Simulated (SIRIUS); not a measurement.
**How a calculation on HfN (Fm-3m, 2 atoms in the cell; from Materials Project mp-2828) responds to its settings**

```yaml
crystal:
  lattice:
    - [0.00000, 2.25586, 2.25586]
    - [2.25586, 0.00000, 2.25586]
    - [2.25586, 2.25586, 0.00000]
  atoms:
    - { symbol: Hf, position: [0.00000, 0.00000, 0.00000] }
    - { symbol: N, position: [0.50000, 0.50000, 0.50000] }
```

Base run A: PBE, SSSP 1.1.2 efficiency PBE pseudopotentials (SIRIUS), self-consistent single point.

Its settings: parameters.ngridk = 13 13 13; parameters.xc_functionals = [XC_GGA_X_PBE, XC_GGA_C_PBE]; parameters.gk_cutoff = 8.062 1/bohr; parameters.pw_cutoff = 25.496 1/bohr; parameters.shiftk = 1 1 1; parameters.smearing = fermi_dirac; parameters.smearing_width = 0.00367493 Ha; potentials = SSSP 1.1.2 efficiency PBE pseudopotentials; parameters.electronic_structure_method = pseudopotential; parameters.num_bands = 13; parameters.num_mag_dims = 0; parameters.num_dft_iter = 100; parameters.energy_tol = 1e-07 Ha; parameters.density_tol = 1e-06; mixer.type = broyden2; mixer.beta = 0.3; mixer.use_hartree = false.

The structure comes from a collection of computed structures, made at another level of theory; the collection holds predicted forms beside known ones.

ΔF is the free energy per atom less that of run A. 

A variant of run A gave: the free energy goes up by 7.9 meV/atom and the pressure goes from 5.89 to -9.12 GPa.

Problem. Which change was made?
A) volume scaled by 0.96
B) volume scaled by 0.99
C) volume scaled by 1.04
D) volume scaled by 1.06

Solution. D, volume scaled by 1.06. That run gave: ΔF (meV/atom) 7.9; pressure (GPa) -9.12.

The base and the other variants:

| change | ΔF (meV/atom) | pressure (GPa) |
|---|---|---|
| base | 0.00 | 5.89 |
| volume scaled by 0.94 | 67.9 | 26.43 |
| volume scaled by 0.96 | 35.3 | 18.85 |
| volume scaled by 0.98 | 13.0 | 12.03 |
| volume scaled by 0.99 | 5.4 | 8.88 |
| volume scaled by 1.01 | -3.3 | 3.05 |
| volume scaled by 1.02 | -4.7 | 0.36 |
| volume scaled by 1.04 | -1.78 | -4.63 |
